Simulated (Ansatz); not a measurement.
AlGaAs₂:
```
CELL_PARAMETERS angstrom
      4.01422     0.00000     0.00000
      0.00000     4.01422     0.00000
      0.00000     0.00000     5.66620
ATOMIC_POSITIONS crystal
  Ga 0.00000 0.00000 0.00000
  As 0.50000 0.00000 0.25065
  Al 0.50000 0.50000 0.50000
  As 0.00000 0.50000 0.74935
```

Relaxed with r²SCAN. Special points in fractions of this cell's reciprocal vectors: Γ (0.000, 0.000, 0.000); X (0.000, 0.500, 0.000); M (0.500, 0.500, 0.000); Z (0.000, 0.000, 0.500); R (0.000, 0.500, 0.500); A (0.500, 0.500, 0.500).

**Question.** List the band energies nearest the valence-band maximum at these points for the program Ansatz at the r²SCAN level (PAW).

**Answer.** In eV from the valence-band maximum; about four levels below and three above (degenerate sets whole), none deeper than 8.9 eV; points with the same levels are listed once.

| k | below | above |
|---|---|---|
| Γ | -2.49 -2.49 -0.03 0.00 0.00 | 1.55 1.85 2.59 |
| X | -3.15 -3.14 -1.12 -1.05 | 3.30 3.62 6.09 |
| M | -2.48 -2.47 -2.47 -2.46 | 1.80 1.80 1.81 |
| Z | -1.66 -1.66 -1.43 -1.43 | 2.38 2.81 3.93 |
| R | -1.06 -1.04 -0.95 -0.95 | 1.47 2.53 4.87 |
| A | -3.49 -3.33 -3.11 -3.11 | 4.88 4.88 5.23 |

Space group P-4m2. The start of the workflow was typed in or built on a structure type; neither database checked (COD, Materials Project) lists it. Its standing as an ambient phase is unchecked. The cell was relaxed with r²SCAN under the symmetry of its start; its stability against distortions is not shown here. Spin–orbit coupling is left out wherever it is not named.

Potentials: the later of the program's two PAW sets.
